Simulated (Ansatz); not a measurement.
Relax this structure to zero stress and force, keeping its symmetry:

```
CELL_PARAMETERS angstrom
3.27790 -5.82983 0.00000
3.27790 5.82983 0.00000
0.00000 0.00000 6.52036
ATOMIC_POSITIONS crystal
Sn 0.95592 0.70542 0.82949
Sn 0.04408 0.29458 0.82949
Sn 0.70542 0.95592 0.17051
Sn 0.29458 0.04408 0.17051
Sn 0.54408 0.79458 0.67051
Sn 0.45592 0.20542 0.67051
Sn 0.79458 0.54408 0.32949
Sn 0.20542 0.45592 0.32949
Pd 0.50000 0.50000 0.00000
Pd 0.00000 0.00000 0.50000
```

All numbers below come from DFT PBEsol, scalar-relativistic, plane waves, PAW in Ansatz 0.2.0.

Cutoff 420 eV; k points 6×6×6 on the computed 10-atom cell (Γ-centred); Gaussian smearing, width 0.10 eV; no spin polarisation.

Question: What does it relax to?

Answer: The volume falls by 1.35 Å³/atom to 23.57 Å³/atom, and the energy falls by 15.7 meV/atom. Final structure:
```
Sn Pd
1.0
     3.22198   -5.71670    0.00000
     3.22198    5.71670    0.00000
     0.00000    0.00000    6.39883
Sn Pd
8 2
Cartesian
  5.3595 -1.4387 5.3130
  1.0845 1.4387 5.3130
  5.3595 1.4387 1.0858
  1.0845 -1.4387 1.0858
  4.3064 1.4387 4.2852
  2.1375 -1.4387 4.2852
  4.3064 -1.4387 2.1136
  2.1375 1.4387 2.1136
  3.2220 0.0000 0.0000
  0.0000 0.0000 3.1994
```

Course of the relaxation (steps run on the plane waves of an earlier cell, and the basis is chosen afresh near the end, so energy and pressure can step there; trial steps that raised the energy were taken back; energies are free energies):

| step | E − E_final (meV/atom) | largest force component (eV/Å) | P (GPa) | V (Å³/atom) |
| --- | --- | --- | --- | --- |
| 1 | 15.7 | 0.115 | -3.60 | 24.92 |
| 2 | 12.3 | 0.129 | 4.04 | 22.45 |
| 3 | -0.2 | 0.006 | -0.40 | 23.69 |
| 4 | -0.4 | 0.001 | -0.04 | 23.57 |
| 5 | 0.0 | 0.001 | -0.03 | 23.57 |

Cost: 1 run of about 7 core-minutes, on Arm Neoverse V1 (shared hosts).